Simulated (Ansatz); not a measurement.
# Bi (hcp): energy against volume

Method: Ansatz 0.2.0, DFT, PBEsol, plane waves (420 eV) with PAW, scalar-relativistic. The PAW files were generated under PBE, with cores re-solved for the functional.

The cell is scaled uniformly from the relaxed one, with fractional coordinates and shape fixed. Energies are extrapolated to zero smearing, pressures are those at the given smearing. Magnetic state: spin not included.

A Birch-Murnaghan fit gives V₀ = 29.98 Å³/atom, B₀ = 61 GPa, B₀′ = 4.5.

(1) What are the energy above the minimum and the pressure at 26.456 Å³/atom?

(2) What are the energy above the minimum and the pressure at 28.861 Å³/atom?

(3) What are the energy above the minimum and the pressure at 31.266 Å³/atom?

Answers

(1) 98.9 meV/atom and 10.20 GPa as computed.

(2) 8.5 meV/atom and 2.58 GPa as computed.

(3) 9.7 meV/atom and -2.26 GPa as computed.
